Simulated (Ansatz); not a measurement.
Crystals of one structure type (zinc blende) and one family of elements, relaxed and computed with DFT-r²SCAN in the program Ansatz with PAW potentials.

```csv
crystal,V (Å³/atom),"highest Γ mode, no LO–TO term (cm⁻¹)"
BP,11.67,818
BAs,13.69,697
GaP,20.25,360
GaAs,22.74,265
InP,25.76,?
InAs,28.49,210
GaSb,28.81,224
```

Task: Fit a straight line to ln ω against ln V and predict the withheld value.

Result: Least squares on the 6 shown rows: ln ω = -1.54 × ln V + (10.512), with a scatter of 6 %. For InP this gives 247. The run itself gave 296, outside the scatter: the line misses something about this case.

All cells were relaxed under the symmetry of their starts (and spin orders); stability against distortions was not tested throughout. Spin–orbit coupling is left out wherever it is not named.

Potentials: the later of the program's two PAW sets.
